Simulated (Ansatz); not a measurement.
Os:
```cif
data_Os2
_chemical_formula_sum 'Os2'
_space_group_name_H-M_alt 'P63/mmc'
_space_group_IT_number 194
_space_group_name_Hall '-P 6c 2c'
_cell_length_a 2.73783
_cell_length_b 2.73783
_cell_length_c 4.31767
_cell_angle_alpha 90.000
_cell_angle_beta 90.000
_cell_angle_gamma 120.000
loop_
_atom_site_label
_atom_site_type_symbol
_atom_site_symmetry_multiplicity
_atom_site_Wyckoff_symbol
_atom_site_fract_x
_atom_site_fract_y
_atom_site_fract_z
_atom_site_occupancy
Os1 Os 2 d 0.66667 0.33333 0.25000 1
```

Relaxed at zero pressure with r²SCAN (plane waves, PAW; program Ansatz).

Task: The volume is raised by 6 % and shape and atoms relax at that volume. What pressure results, and how do the axes share the change?

Result: -21.7 GPa; a 2.1 %, b 2.1 %, c 1.7 %; the energy rises by 60 meV/atom.

Task: Give the new structure.

Result: 
Space group P6₃/mmc (No. 194); a = 2.795 Å, b = 2.795 Å, c = 4.392 Å, α = 90.00°, β = 90.00°, γ = 120.00°

```tsv
atom	site	symmetry	x	y	z
Os	2d	-6m2	0.6667	0.3333	0.2500
```

The phase is kept; no other phase was compared at this pressure.

Space group P6_3/mmc (hcp (Mg type)). The r²SCAN relaxation kept the symmetry of its start; of distortions, only those at the zone centre were tested. The run is not spin-polarised. Axis ratios of metals converge slowly with the k-mesh, so a and c are less sure than the volume. Spin–orbit coupling is left out wherever it is not named.

Potentials: the later of the program's two PAW sets.
